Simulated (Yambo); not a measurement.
Yambo run on RuP₂ (space group Pnnm, No. 58). The wavefunctions come from this Quantum ESPRESSO step (PBEsol, PseudoDojo standard norm-conserving files, scalar-relativistic):

```
&CONTROL
  calculation = 'nscf'
  pseudo_dir = './pseudo'
  outdir = './out'
/
&SYSTEM
  ibrav = 0
  nat = 6
  ntyp = 2
  ecutwfc = 84.0
  ecutrho = 336.0
  occupations = 'fixed'
  force_symmorphic = .true.
  nbnd = 172
/
&ELECTRONS
  conv_thr = 6.000000000000001e-09
  diago_full_acc = .true.
  diago_thr_init = 1e-08
/
ATOMIC_SPECIES
P 30.9738 P.upf
Ru 101.0700 Ru.upf
CELL_PARAMETERS angstrom
  5.110120000000   0.000000000000   0.000000000000
  0.000000000000   5.900230000000   0.000000000000
  0.000000000000   0.000000000000   2.897520000000
ATOMIC_POSITIONS crystal
P   0.337680000000   0.873810000000   0.500000000000
P   0.662320000000   0.126190000000   0.500000000000
P   0.837680000000   0.626190000000   0.000000000000
P   0.162320000000   0.373810000000   0.000000000000
Ru   0.500000000000   0.500000000000   0.500000000000
Ru   0.000000000000   0.000000000000   0.000000000000
K_POINTS automatic
2 2 4 0 0 0
```

Yambo input:

```
rim_cut
gw0
dyson
el_el_corr
HF_and_locXC
ppa
em1d
RandQpts= 1000000
RandGvec= 1 Ry
EXXRLvcs= 84 Ry
VXCRLvcs= 336 Ry
Chimod= "HARTREE"
% BndsRnXp
 9 | 171 |
%
NGsBlkXp= 8 Ry
% LongDrXp
 1.0 | 1.0 | 1.0 |
%
PPAPntXp= 27.2114 eV
% GbndRnge
 1 | 171 |
%
GTermKind= "BG"
DysSolver= "n"
ExtendOut
% QPkrange
 1 | 1 | 26 | 27 |
 2 | 2 | 26 | 27 |
 3 | 3 | 26 | 27 |
 6 | 6 | 26 | 27 |
 9 | 9 | 26 | 27 |
 10 | 10 | 26 | 27 |
 12 | 12 | 26 | 27 |
%
```

k points by index: 1 = Γ, 2 = (0, 0, 0.25), 3 = (0, 0, -0.5), 6 = (0, -0.5, -0.5), 9 = (-0.5, 0, -0.5), 10 = (-0.5, -0.5, 0), 12 = (-0.5, -0.5, -0.5).

Table of the .qp output:

```
#    K-point    Band    Eo [eV]    E [eV]    E-Eo [eV]    Vxc [eV]    Vnlxc [eV]    Sc|Eo [eV]    Sc|E [eV]    dSc/dw|Eo [eV]    Re(Z)    Im(Z)
#
    1    26    -0.287473    0.032984    0.320457    -20.70337    -24.13987    3.855251    3.756959    -8.349448    0.765204    -0.001489
    1    27    1.425619    1.373935    -0.051684    -12.33405    -8.833168    -3.566365    -3.552568    -7.273438    0.789081    -0.001140
    2    26    -0.862325    -1.002430    -0.140106    -14.81272    -17.10722    2.115582    2.154395    -7.533839    0.783167    -0.001342
    2    27    0.480510    0.895069    0.414559    -18.25162    -15.21361    -2.504306    -2.623452    -7.819565    0.776779    -0.001358
    3    26    -0.909548    -0.830569    0.078979    -17.29783    -19.95352    2.757088    2.734666    -7.734036    0.778680    -0.001365
    3    27    1.165208    1.703401    0.538193    -19.29287    -15.01584    -3.581230    -3.738830    -7.967049    0.773522    -0.001375
    6    26    0.000000    -0.327704    -0.327704    -13.15944    -14.95447    1.382671    1.467323    -7.028033    0.794737    -0.001168
    6    27    1.320833    1.919156    0.598323    -20.16225    -15.81740    -3.567653    -3.746528    -8.133681    0.769874    -0.001620
    9    26    -1.206881    -0.952569    0.254311    -19.37440    -22.60368    3.560617    3.483591    -8.245660    0.767443    -0.001540
    9    27    1.963296    2.568875    0.605580    -20.53476    -15.65472    -4.089454    -4.274456    -8.310177    0.766044    -0.002559
    10    26    -0.421573    -0.742956    -0.321383    -13.02050    -14.86469    1.439590    1.522806    -7.044638    0.794352    -0.001143
    10    27    2.667811    3.158108    0.490297    -18.05130    -13.50751    -3.916201    -4.053496    -7.617992    0.781273    -0.001608
    12    26    -0.255957    -0.485804    -0.229847    -14.44588    -16.53560    1.797799    1.859870    -7.346387    0.787415    -0.001246
    12    27    1.509338    2.102905    0.593567    -20.12535    -15.61061    -3.744002    -3.921175    -8.120705    0.770157    -0.001675
```
(The two width columns are left out.) Convergence of these settings isn't established.

Spin-orbit coupling is not included.

Geometry of the Materials Project entry, not relaxed at this level.
